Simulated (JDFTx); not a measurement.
Reference run:

Cu(111) slab cut from bulk Cu (space group Fm-3m, indices of the conventional cell, lattice of the Materials Project entry mp-30, not re-optimised): 4 atoms in 4 planes, a 1x1 cell of 5.54 Å² (|a| = 2.530, |b| = 2.530 Å), 6.2 Å between the outermost planes, cell height 22.2 Å, 10×10×1 k mesh, Fermi smearing 0.01 Ha, no spin polarisation.

Reference level: PBE, GBRV ultrasoft potentials, plane waves to 20/100 Ha, in JDFTx (a modified build). Unrelaxed; liquid: linear PCM (GLSSA13), water, 1 M NaCl. Potentials are on the SHE scale by the convention U = −μ/e − 4.44 V; references calibrated for a solvation model differ from this value.

| density cutoff alone | work function (eV) | U_pzc (V) | mean C below U_pzc (μF/cm²) | k states × plane waves | cycles, vacuum run | rough core time, vacuum run |
|---|---|---|---|---|---|---|
| 80 Ha | 4.84 | 0.14 | 15 over 0.5 V | 14 × 3544 | 22 | 80 s |
| 100 Ha | 4.84 | 0.14 | 14 over 0.5 V | 14 × 3544 | 23 | 100 s |
| 130 Ha | 4.84 | 0.14 | 15 over 0.5 V | 14 × 3544 | 24 | 100 s |
| 200 Ha | 4.84 | 0.14 | 15 over 0.5 V | 14 × 3544 | 23 | 2 min |

The work function stays within 0.01 eV over all these settings; capacitances repeat to about ±0.2 μF/cm². The times are rough (shared hosts); only ratios past two mean anything.
